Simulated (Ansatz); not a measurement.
MoRh:
```xyz
2
Lattice="2.7585 0.0000 0.0000 -1.3793 2.3890 0.0000 0.0000 0.0000 4.4115" Properties=species:S:1:pos:R:3 pbc="T T T"
Mo     0.0000     0.0000     2.2058
Rh     0.0000     1.5926     0.0000
```

Relaxed with r²SCAN.

Map the electron localisation function on the plane through (0.000, 0.000, 0.500) spanned by u = [0, 0, 1] and v = [1, -1, 0] in lattice vectors, from r²SCAN (plane waves, PAW; program Ansatz).

x is the fraction of u, y of v (the angle between them is 90°; rows are the nearest grid lines); atoms in the plane: Mo at (0.00, 0.00), Rh at (0.50, 0.33).
```
|14996102322222320169941|
|46995102222222220159964|
|89973002222122220037998|
|99741012222122221014799|
|66310012222122221001366|
|22100112111111121100122|
|22111111111111111111122|
|44332211111211111223344|
|55432221112221112223455|
|54432211111111111223445|
|33332211000000011223333|
|22222211001110011222222|
|22233211467876411233222|
|22344213689998631244322|
|33444214799999741244433|
|33444214799999741244433|
|23344214799999741244332|
|11123213689998631232111|
|21112222467876422221112|
|65310122234443222101356|
|99741022111111122014799|
|89983012211011221038998|
|46995102222122220159964|
|14996102322222320169941|
```
Scale: ten equal steps from 0.144 (start of '0') to 0.773 (end of '9'), in the order '0123456789'; x runs from 0.000 to 1.00, y from 0.000 (bottom) to 1.00 (top).

The density is the valence pseudo-density with augmentation charge, so density and ELF within about 1 Å of a nucleus are not all-electron values.

Space group P-6m2. The workflow started from a Materials Project entry (that database holds measured and hypothetical structures alike); the Crystallography Open Database copy checked does not list it. With Mo and Rh taken as one species the cell has the higher symmetry P6_3/mmc, so it may be an ordered model of a mixed-site phase. Whether it is the stable phase at ambient conditions was not checked. The cell was relaxed with r²SCAN under the symmetry of its start; whether a distortion lowers the energy is not shown. No spin polarisation was allowed.

Potentials: the later of the program's two PAW sets.
